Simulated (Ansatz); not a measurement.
# Structures of Mg$_{2}$B: which is lowest?

Plane-wave DFT in Ansatz with scalar-relativistic PAW potentials, cutoff 420 eV, Γ-centred meshes chosen by cell and gap, Gaussian smearing with energies taken to zero width. Every cell was relaxed (cell and atoms) in a run of its own, within the symmetry of its start. Functional: PBE.

Relaxed structures (starts from databases or built by putting these elements on another compound's sites):
A. I4/m, 6 atoms in the computed cell, a = 5.945 Å, c = 5.241 Å; sites (symmetry × multiplicity) Mg m.. × 8, B 4.. × 4; start: built
B. I4/mmm, 3 atoms in the computed cell, a = 2.941 Å, c = 10.891 Å; sites (symmetry × multiplicity) Mg 4mm × 4, B 4/mmm × 2; start: built

Question: Rank them by energy. Could pressure change the order?

Answer:
| structure | group | E − E(lowest) (meV/atom) | V (Å³/atom) | gap on mesh (eV) |
| --- | --- | --- | --- | --- |
| A | I4/m | 0.0 | 15.43 | 0.00 |
| B | I4/mmm | 260 | 15.70 | 0.00 |

A is lowest, 260 meV/atom under B. The lowest is also the densest of these, so pressure wouldn't bring one of the others in at first order. Other structures may lie lower than all of these, and vibrations aren't counted.